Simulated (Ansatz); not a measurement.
Li (Im-3m): electronic heat capacity and spin susceptibility from the density of states

Level of theory: Ansatz 0.2.0, DFT PBE+D3(BJ), scalar-relativistic, plane waves, PAW.

Settings: cutoff 420 eV, Γ-centred mesh 18×18×18 on the computed 1-atom cell, Gaussian smearing of 0.10 eV; no spin polarisation.

Relaxed cell: Im-3m, a = 3.324 Å, b = 3.324 Å, c = 3.324 Å, α = 90.00°, β = 90.00°, γ = 90.00°, 1 atom in the primitive cell.

The density of states at the Fermi level is 0.461 states/eV in the cell of 1 atom (1 formula unit; both spins, tetrahedra on a 27×27×27 mesh).

Q: What Sommerfeld coefficient and Pauli susceptibility does this give?

A: Per formula unit N(E_F) = 0.461 states/eV. γ = (π²/3) k_B² N(E_F) N_A = 2.357 mJ/(mol K²) per state/eV, so γ = 1.1 mJ/(mol K²), a mole of formula units. χ_P = μ_B² N(E_F) N_A = 3.23×10⁻⁵ emu/mol per state/eV gives 1.5×10⁻⁵ emu/mol. This is the bare band result: a measured γ of the same phase is as a rule larger by a factor 1 + λ from phonons and spin fluctuations, the spin part of χ is larger by the Stoner factor, and a measured χ also holds orbital and core terms. N(E_F) at one energy is sensitive to the mesh where the density of states has sharp peaks.

Cost: 1 run of about 1.4 core-minutes, on Arm Neoverse V1 (shared hosts).